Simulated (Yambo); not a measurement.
```
CsBr
1.0
    4.32401     0.00000     0.00000
    0.00000     4.32401     0.00000
    0.00000     0.00000     4.32401
Br Cs
1 1
Cartesian
  2.16201   2.16201   2.16201
  0.00000   0.00000   0.00000
```

Response from Yambo on PBEsol (pw.x of Quantum ESPRESSO, ONCV potentials, without SOC) bands: 10×10×10 mesh, 52 bands, 4 Ry local-field block, 0.2 eV broadening.

Question: Give the static electronic dielectric constant without and with local fields.

Answer: 
| field along | ε(0), independent particles | ε(0), RPA with local fields | refractive index √ε |
|---|---|---|---|
| x | 3.39 | 2.85 | 1.69 |
Electronic (clamped-ion) response only. PBEsol gaps are usually too small, which raises these values. Convergence of the RPA response with its 10×10×10 mesh was not tested.

Geometry strained from the cell relaxed with PBEsol, atoms relaxed again.
